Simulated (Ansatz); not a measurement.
Input and command of a plane-wave DFT calculation in Ansatz:

```yaml
crystal:
  lattice:
    - [3.7653037477, 0.0, 0.0]
    - [0.0, 3.7653037477, 0.0]
    - [0.0, 0.0, 7.985915212]
  atoms:
    - { symbol: Zr, position: [0.5, 0.5, 0.7282590794] }
    - { symbol: Zr, position: [0.0, 0.0, 0.2717256441] }
    - { symbol: As, position: [0.5, 0.0, 0.99761489] }
    - { symbol: As, position: [0.0, 0.5, 0.99761489] }
    - { symbol: As, position: [0.5, 0.5, 0.3792218463] }
    - { symbol: S, position: [0.0, 0.0, 0.6255626501] }
basis:
  ecutwfc: 500
kpoints:
  mp_grid: { grid: [10, 10, 6] }
  band_path:
    path:
      - [[0.0, 0.0, 0.0], [0.0, 0.5, 0.0], [0.5, 0.5, 0.0], [0.0, 0.0, 0.0], [0.0, 0.0, 0.5], [0.0, 0.5, 0.5], [0.5, 0.5, 0.5], [0.0, 0.0, 0.5]]
      - [[0.0, 0.5, 0.0], [0.0, 0.5, 0.5]]
      - [[0.5, 0.5, 0.0], [0.5, 0.5, 0.5]]
    npoints: 14
hamiltonian:
  xc: r2scan
scf:
  occupations: { method: gaussian, width: 0.1 }
  n_extra_bands: 15
output:
  forces: true
  stress: true
  eigenvalues: true
  populations: true
  dos: { projected: true, de: 0.02, nscf_kmesh: { grid: [15, 15, 9] } }
  bader: true
  write_density: true
  write_potential: true
  elf: true
  volumetric_format: npy
```

```bash
ansatz run input.yaml --threads 1 --pin off --max-ram 2560MiB --backend cpu --events-out ev --progress --plain --runs-dir out
```

Processor: Arm Neoverse V2, 1 thread, on a host shared with other jobs.

Estimate time, memory and problem size.

About 6.6 min on 1 thread of Arm Neoverse V2, on a shared host, peak memory 1.2 GiB. It solves 53 bands at 84 k points (the mesh reduced by the symmetry that the task leaves, which can be less than the crystal's) with about 2869 plane waves, in 9 SCF iterations.
